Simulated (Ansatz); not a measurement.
## ³⁷Cl NMR of the central transition in Ba6LiNb2IrCl2O12

Cell: a computed structure from the Materials Project (it need not be an observed phase).

```cif
data_Ba6LiNb2IrCl2O12
_symmetry_space_group_name_H-M 'Cm'
_symmetry_Int_Tables_number 8
_cell_length_a 11.0824
_cell_length_b 5.8886
_cell_length_c 15.0506
_cell_angle_alpha 90.000
_cell_angle_beta 94.133
_cell_angle_gamma 90.000
loop_
_atom_site_label
_atom_site_type_symbol
_atom_site_symmetry_multiplicity
_atom_site_Wyckoff_symbol
_atom_site_fract_x
_atom_site_fract_y
_atom_site_fract_z
Ba1 Ba 2 a 0.6931 0.0000 0.6224
Ba2 Ba 2 a 0.6844 0.0000 0.2038
Ba3 Ba 2 a 0.3431 0.0000 0.3583
Ba4 Ba 2 a 0.3474 0.0000 0.0736
Ba5 Ba 2 a 0.6427 0.0000 0.9418
Ba6 Ba 2 a 0.2869 0.0000 0.8021
Li Li 2 a 0.5004 0.0000 0.7277
Nb8 Nb 2 a 0.9969 0.0000 0.1854
Nb9 Nb 2 a 0.9918 0.0000 0.8148
Ir Ir 2 a 0.9943 0.0000 0.9954
Cl11 Cl 2 a 0.3599 0.0000 0.5902
Cl12 Cl 2 a 0.6952 0.0000 0.4170
O13 O 4 b 0.5606 0.7358 0.0885
O14 O 4 b 0.4078 0.7421 0.2365
O15 O 4 b 0.5805 0.7372 0.7498
O17 O 2 a 0.1479 0.0000 0.2541
O18 O 4 b 0.4326 0.2529 0.9035
O19 O 2 a 0.8401 0.0000 0.7484
O21 O 2 a 0.1478 0.0000 0.9229
O24 O 2 a 0.8437 0.0000 0.0727
```

One atom of each set is listed; the run and its k-mesh use a cell of 24 atoms with edges of 6.27, 6.27, 15.05 Å.

Method: Kohn–Sham DFT in Ansatz, r2SCAN, plane waves and PAW, scalar-relativistic, 500 eV cutoff, Γ-centred 5×5×2 k-points, Fermi–Dirac smearing 0.02 eV.

³⁷Cl has I = 3/2 and Q = -63.93 mb (Pyykkö 2018); at 14.1 T its Larmor frequency is ν₀ = 49.0 MHz. Only the quadrupole interaction is simulated: positions count from each site's isotropic chemical shift, and shift anisotropy, dipolar and J coupling are left out, though they dominate static lines narrower than about 10 kHz.

(1) What does the ³⁷Cl spectrum (static powder) show for each site?

Answers

(1) 

```csv
site,first shell,C_Q (MHz),η,P_Q (MHz),δ_QIS (ppm),breadth (kHz)
Cl11,1 Li at 2.50 Å; also 1 Ba at 3.35 Å,2.68,0.49,2.79,-81.0,27.6
Cl12,5 Ba at 3.09–3.94 Å,-0.757,0.75,0.824,-7.06,2.55
```

δ_QIS = −(ν_Q²/30ν₀²)[I(I+1) − 3/4](1 + η²/3) × 10⁶ ppm with ν_Q = 3|C_Q|/[2I(2I−1)]; it falls as 1/B₀² in ppm, and the breadth as 1/B₀ in kHz.

The largest force is 0.8 eV/Å, so the atoms aren't at the calculated equilibrium and relaxing them would move these values. Without spin–orbit coupling (the program notes it for Ba) the gradients are little affected as a rule: paired runs on crystals with a gap mostly move them by under 2 % at such atoms.

The run took 4.4 min of wall time (8.8 min of CPU time) and 2.5 GiB at its peak, on 2 threads of Arm Neoverse V2 (aarch64; 28 cores open to the job, memory cap 5.0 GiB, no GPU), a shared host with a load of 0.8 a core.
